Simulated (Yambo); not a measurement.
G0W0@LDA for RbO$_{2}$H$_{3}$ (space group Cmc2_1, No. 36) in Yambo. Reference settings: 4×4×2 Γ-centred k mesh, 147 bands and a 6 Ry block in the screening, 147 bands in G with the Bruneval-Gonze terminator, plasmon pole fitted at 27.2 eV. The LDA gap (0.25, -0.5, 0) → Γ on this mesh is 4.27 eV; G0W0 gaps are taken between the same points.

```tsv
change from the reference	G0W0 gap (0.25, -0.5, 0) → Γ (eV)	shift of the valence edge (eV)
reference settings	7.18	-1.61
116 bands in W, 116 bands in G	7.20	-1.56
42 bands in W, 42 bands in G, 2 Ry block	8.27	-1.96
2 Ry block	7.31	-1.85
116 bands in W, 116 bands in G, 2 Ry block	7.35	-1.84
60 bands in W, 60 bands in G, 4 Ry block	7.41	-1.49
42 bands in W, 42 bands in G, 3 Ry block	___	-1.74
116 bands in W, 116 bands in G, 3 Ry block	7.20	-1.66
```

Question: Estimate the withheld gaps from the other rows; the computed values follow.

Answer: 
- 42 bands in W, 42 bands in G, 3 Ry block, G0W0 gap (0.25, -0.5, 0) → Γ (eV): 8.08

The reference isn't shown to be the converged limit.

Geometry of the Materials Project entry, not relaxed at this level; primitive cell a = b = 5.8325 Å, c = 5.9398 Å, α = β = 90.00°, γ = 137.57°.

The structure is a Materials Project entry; no match was found in the copy of COD used, and its stability was not checked.

A shift is the quasiparticle energy of the state minus its LDA energy.
